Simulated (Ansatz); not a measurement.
HgTe (zinc blende)

```
HgTe
1.0
    0.00000     3.28640     3.28640
    3.28640     0.00000     3.28640
    3.28640     3.28640     0.00000
Te Hg
1 1
Direct
  0.75000   0.75000   0.75000
  0.00000   0.00000   0.00000
```

The slice is a {100} plane (indices of the conventional cell) through the point (0.750, 0.750, 0.750) (fractional), spanned by u = [100] and v = [0 1 -1] in vectors of this cell: u (4.65 Å) and v (4.65 Å, at 90° to u). It covers one period; positions are fractions (u, v).

Method: r2SCAN (plane waves to 500 eV, PAW, scalar-relativistic; Ansatz, a first-principles code). k mesh 12×12×12. Inside the PAW spheres the values are not all-electron values, and peaks at nuclei hang on which shells count as valence. At this level the bands of HgTe touch or barely overlap. HgTe was relaxed with its symmetry unable to fall. Spin-orbit coupling is left out, though Hg and Te are heavy.

Problem. Sketch the electron localisation function (ELF) on this plane as a map.

Solution. 
```tsv
v \ u	0.00	0.10	0.20	0.30	0.40	0.50	0.60	0.70	0.80	0.90
0.90	x	0.29	0.55	0.58	0.20	0.13	0.20	0.58	0.55	0.29
0.80	0.51	0.55	0.64	0.42	0.12	0.08	0.12	0.42	0.64	0.55
0.70	0.61	0.58	0.42	0.17	0.05	0.03	0.05	0.17	0.42	0.58
0.60	0.22	0.20	0.12	0.05	0.01	0.01	0.01	0.05	0.12	0.20
0.50	0.15	0.13	0.08	0.03	0.01	0.00	0.01	0.03	0.08	0.13
0.40	0.22	0.20	0.12	0.05	0.01	0.01	0.01	0.05	0.12	0.20
0.30	0.61	0.58	0.42	0.17	0.05	0.03	0.05	0.17	0.42	0.58
0.20	0.51	0.55	0.64	0.42	0.12	0.08	0.12	0.42	0.64	0.55
0.10	x	0.29	0.55	0.58	0.20	0.13	0.20	0.58	0.55	0.29
0.00	x	x	0.51	0.61	0.22	0.15	0.22	0.61	0.51	x
```

Values: electron localisation function (ELF). Points within 0.5 Å of a nucleus are blanked (x), as the pseudised field means little there.
